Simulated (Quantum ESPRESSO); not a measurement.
Kohn-Sham bands of GeSe (Pnma)

```
GeSe
1.0
   11.25603     0.00000     0.00000
    0.00000     3.78719     0.00000
    0.00000     0.00000     4.66436
Ge Se
4 4
Cartesian
  1.45315   0.94680   0.55506
 -1.45315  -0.94680  -0.55506
  4.17486  -0.94680  -1.77712
 -4.17486   0.94680   1.77712
 -1.69651   0.94680  -2.26002
  1.69651  -0.94680   2.26002
 -3.93151  -0.94680   0.07216
  3.93151   0.94680  -0.07216
```

Cell from Materials Project (mp-700), symmetrised, no further relaxation. COD (Crystallography Open Database) has an entry of this formula and space group (matched by these alone). Method: LDA plane waves in Quantum ESPRESSO 7.5 (PseudoDojo norm-conserving files, 69 Ry, no spin polarisation, no spin-orbit coupling), Bloch states on a 4×4×4 mesh through Γ, Wannier90 4.0.1. Density: 4×8×8 mesh, Gaussian smearing 0.01 Ry. The cell is built of weakly bound layers, chains or molecules, whose nearest atoms lie 3.64 Å apart. Database cells relaxed without dispersion often hold them too far apart, which can enlarge gaps and weakens couplings between them; spacing and stacking were not compared with the measured crystal. Spin-orbit coupling, left out, would split the p-like bands by a few tenths of an eV.

Energies are relative to the valence-band maximum; weights are on the orthonormalised atomic waves of the pseudopotential files, averaged over the group. 120 electrons a cell are treated as valence.

```tsv
bands	from (eV)	to (eV)	filling	weight on atomic waves
1–20	-47.83	-47.74	filled	(withheld)
21–40	-24.65	-24.58	filled	(withheld)
41–44	-14.41	-12.59	filled	(withheld)
45–48	-8.70	-5.63	filled	(withheld)
49–60	-5.11	0.00	filled	(withheld)
```

Task: Which atomic shells make up each group?

Result: 
- 1–20, weight on atomic waves: Se 3d 100 %
- 21–40, weight on atomic waves: Ge 3d 100 %
- 41–44, weight on atomic waves: Se 4s 76 %, Ge 4p 14 %, Ge 4s 8 %
- 45–48, weight on atomic waves: Ge 4s 61 %, Se 4p 26 %, Se 4s 9 %
- 49–60, weight on atomic waves: Se 4p 62 %, Ge 4p 29 %, Ge 4s 7 %

The Kohn-Sham gap over both meshes and the path is 0.80 eV.
